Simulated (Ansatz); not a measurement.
MgCdTe₂:
```
MgCdTe2
1.0
    4.58071     0.00000     0.00000
    0.00000     4.58071     0.00000
    0.00000     0.00000     6.43358
Mg Cd Te
1 1 2
Direct
  0.50000   0.50000   0.50000
  0.00000   0.00000   0.00000
  0.00000   0.50000   0.25354
  0.50000   0.00000   0.74646
```

Relaxed with PBEsol. Special points in fractions of this cell's reciprocal vectors: Γ (0.000, 0.000, 0.000); X (0.000, 0.500, 0.000); M (0.500, 0.500, 0.000); Z (0.000, 0.000, 0.500); R (0.000, 0.500, 0.500); A (0.500, 0.500, 0.500).

Q: List the band energies nearest the valence-band maximum at these points for DFT-PBEsol with spin–orbit coupling in the program Ansatz with PAW potentials.

A: In eV from the valence-band maximum; about four levels below and three above (degenerate sets whole), none deeper than 8.9 eV; points with the same levels are listed once.

```
k                    below                above
-  -----------------------  -------------------
Γ    -0.02 -0.02 0.00 0.00  1.16 1.16 2.39 2.39
X  -0.99 -0.99 -0.81 -0.81  3.14 3.14 3.66 3.66
M  -1.64 -1.64 -1.59 -1.59  2.22 2.22 2.33 2.33
Z  -1.02 -1.02 -0.80 -0.80  2.89 2.89 3.24 3.24
R  -0.69 -0.69 -0.53 -0.53  1.73 1.73 2.65 2.65
A  -2.09 -2.09 -2.02 -2.02  4.13 4.13 4.28 4.28
```

Space group P-4m2. The first step of the workflow began from a Materials Project structure, measured or hypothetical; the Crystallography Open Database copy checked does not list it. With Mg and Cd taken as one species the cell has the higher symmetry F-43m, so it may be an ordered model of a mixed-site phase. Its standing as an ambient phase is unchecked. The PBEsol relaxation kept the symmetry of its start; its stability against distortions is not shown here.

Potentials: the later of the program's two PAW sets.
